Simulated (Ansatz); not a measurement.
# Kick test of a cell of La₂Ta₂O

The cell was found from a proposed guess, not taken from experiment.

Computed with Ansatz 0.2.0, DFT PBE, scalar-relativistic, plane waves, PAW. Settings: cutoff 420 eV, Γ-centred mesh 8×8×2 on the computed 10-atom cell, Gaussian smearing of 0.10 eV; no spin polarisation.

The cell below (10 atoms, space group P4/nmm (No. 129)) is relaxed within its symmetry.

```
CELL_PARAMETERS angstrom
3.76434 0.00000 0.00000
0.00000 3.76434 0.00000
0.00000 0.00000 18.18584
ATOMIC_POSITIONS crystal
La 0.00000 0.50000 0.92578
La 0.50000 0.00000 0.07422
La 0.00000 0.50000 0.27781
La 0.50000 0.00000 0.72219
Ta 0.50000 0.00000 0.39065
Ta 0.50000 0.00000 0.54128
Ta 0.00000 0.50000 0.60935
Ta 0.00000 0.50000 0.45872
O 0.50000 0.50000 0.00000
O 0.00000 0.00000 0.00000
```

For the test it was strained at random (σ = 1.5 % a component), the atoms were moved at random (σ = 0.10 Å), and all was relaxed again on a coarse 6×6×2 mesh (in the run’s order of axes) with 0.20 eV smearing, with no symmetry imposed.

These runs have no spin–orbit coupling, which can matter for Ta. The cell is a metal run without spin; a magnetic state may lie lower.

Task: Does it come back?

Result: It returns, within 1 meV/atom of the unmoved cell on that mesh and with the same symmetry when read at 0.1 Å (P1 at 0.01 Å, so small strains and shifts remain). So it is stable against the distortions that fit this cell and that this random move excites. Modes that don't fit the cell aren't tested.
